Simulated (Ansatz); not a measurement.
Relaxed-ion elastic tensor of CaS (rock salt, space group No. 225) in GPa (Voigt order), DFT-PBE in the program Ansatz with PAW potentials; density 2.57 g/cm³, 23.30 Å³ per atom.

```
 123  23.9  23.9   0.0   0.0   0.0
23.9   123  23.9   0.0   0.0   0.0
23.9  23.9   123   0.0   0.0   0.0
 0.0   0.0   0.0  33.6   0.0   0.0
 0.0   0.0   0.0   0.0  33.6   0.0
 0.0   0.0   0.0   0.0   0.0  33.6
```

**Question.** Is the crystal mechanically stable?

**Answer.** Yes: the smallest eigenvalue of C is 33.6 GPa.

**Question.** Work out the Voigt, Reuss and Hill averages.

**Answer.** K_V = 57.0, K_R = 57.0, K_H = 57.0; G_V = 40.0, G_R = 38.6, G_H = 39.3 GPa.

**Question.** Give Young's modulus, Poisson's ratio, Pugh's ratio and the universal anisotropy index.

**Answer.** E = 9KG/(3K + G) = 95.9 GPa; ν = 0.22; K/G = 1.45 (brittle by the Pugh limit of 1.75); A_U = 5G_V/G_R + K_V/K_R − 6 = 0.19.

**Question.** Estimate the sound speeds and the Debye temperature.

**Answer.** v_l = √((K + 4G/3)/ρ) = 6520 m/s, v_t = √(G/ρ) = 3910 m/s, mean 4330 m/s; Θ = (h/k)(3n/4πV)^(1/3) v_m = 451 K.

**Question.** Give the Zener ratio and Young's modulus along [100], [110] and [111].

**Answer.** A = 2C44/(C11 − C12) = 0.68; 1/E = S11 − 2(S11 − S12 − S44/2)Γ with Γ = 0, 1/4, 1/3 gives 115, 90.3, 84.2 GPa.

Space group Fm-3m (rock salt). The cell was relaxed with PBE under the symmetry of its start; phonons on a q-mesh show no instability.

Potentials: the later of the program's two PAW sets.
